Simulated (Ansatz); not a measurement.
With the program Ansatz at the PBE level (PAW), SnMo2C in the hexagonal phase (P6_3/mmc; Sn on 2d, Mo on 4f, C on 2a) relaxes to a = 3.192 Å, c = 13.515 Å. Sn has 12 nearest neighbours from 2.94 Å (anticuboctahedral); C has 6 nearest neighbours from 2.14 Å (octahedral). Its formation energy from the elements is 0.009 eV/atom, with no fitted shifts.

Electronic character: metallic (no gap). Gap from PBE with spin–orbit coupling: none (metallic).

The bulk modulus is 1820 kbar.

The start of the workflow was typed in or built on a structure type; neither database checked (COD, Materials Project) lists it. Its standing as an ambient phase is unchecked. The cell was relaxed with PBE under the symmetry of its start; whether a distortion lowers the energy is not shown. No spin polarisation was allowed. The references are the lowest solids computed at this level, not always the standard phases. Scalar-relativistic: spin–orbit coupling is off unless named, which matters more the heavier the elements.

Potentials: the earlier of the program's two PAW sets.
